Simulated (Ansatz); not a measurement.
A relaxation computed with Ansatz, from input to last step.

```yaml
crystal:
  lattice:
    - [0.0, 2.7890690715, 2.7890690715]
    - [2.7890690715, 0.0, 2.7890690715]
    - [2.7890690715, 2.7890690715, 0.0]
  atoms:
    - { symbol: "Y", position: [0.0, 0.0, 0.0] }
    - { symbol: W, position: [0.5, 0.5, 0.5] }
basis:
  ecutwfc: 420
kpoints:
  mp_grid: { grid: [6, 6, 6] }
hamiltonian:
  xc: pbe
scf:
  occupations: { method: gaussian, width: 0.1 }
  lower_state_search: "off"
output:
  forces: true
  stress: true
  eigenvalues: true
relax:
  adjacent_minimum: "off"
  f_tol: 0.04
  max_steps: 70
  cell: { stress_tol: 0.4 }
```

```bash
ansatz run input.yaml --threads 1 --pin off --max-ram 2560MiB --backend cpu --events-out ev --progress --plain --runs-dir out
```

Theory: DFT PBE, scalar-relativistic, plane waves, PAW (Ansatz).

Of 4 frames 4 are shown, positions in Å and forces in eV/Å; the SCF threshold varies from step to step. Steps run on the plane waves of an earlier cell, with a Pulay correction in the pressure. The basis is chosen afresh for the last frame, the zero of the energies, and at times for earlier ones too; energy and pressure step there, also at an unchanged geometry.

```xyz
2
Lattice="0.0000 2.7891 2.7891 2.7891 0.0000 2.7891 2.7891 2.7891 0.0000" Properties=species:S:1:pos:R:3:forces:R:3 pbc="T T T" step=1 free_energy_over_end_meV_per_atom=92.41 pressure_GPa=11.47
Y     0.0000    0.0000    0.0000    0.0000    0.0000    0.0000
W     2.7891    2.7891    2.7891    0.0000    0.0000    0.0000
2
Lattice="0.0000 2.9250 2.9250 2.9250 0.0000 2.9250 2.9250 2.9250 0.0000" Properties=species:S:1:pos:R:3:forces:R:3 pbc="T T T" step=2 free_energy_over_end_meV_per_atom=1.74 pressure_GPa=-1.13
Y     0.0000    0.0000    0.0000    0.0000    0.0000    0.0000
W     2.9250    2.9250    2.9250    0.0000    0.0000    0.0000
2
Lattice="0.0000 2.9117 2.9117 2.9117 0.0000 2.9117 2.9117 2.9117 0.0000" Properties=species:S:1:pos:R:3:forces:R:3 pbc="T T T" step=3 free_energy_over_end_meV_per_atom=0.25 pressure_GPa=-0.23
Y     0.0000    0.0000    0.0000    0.0000    0.0000    0.0000
W     2.9117    2.9117    2.9117    0.0000    0.0000    0.0000
2
Lattice="0.0000 2.9117 2.9117 2.9117 0.0000 2.9117 2.9117 2.9117 0.0000" Properties=species:S:1:pos:R:3:forces:R:3 pbc="T T T" step=4 free_energy_over_end_meV_per_atom=0.00 pressure_GPa=-0.24
Y     0.0000    0.0000    0.0000    0.0000    0.0000    0.0000
W     2.9117    2.9117    2.9117    0.0000    0.0000    0.0000
```

The start puts this composition into another compound's structure type, which needn't suit it. At the end the space group is Fm-3m (tolerance 0.05 Å).

The run took 2.1 s on 1 thread of Intel(R) Xeon(R) 6975P-C (Granite Rapids), with other jobs on the host, peak memory 0.37 GiB.

The k mesh is coarse. Spin–orbit coupling is left out, which can shift energies with elements as heavy as these.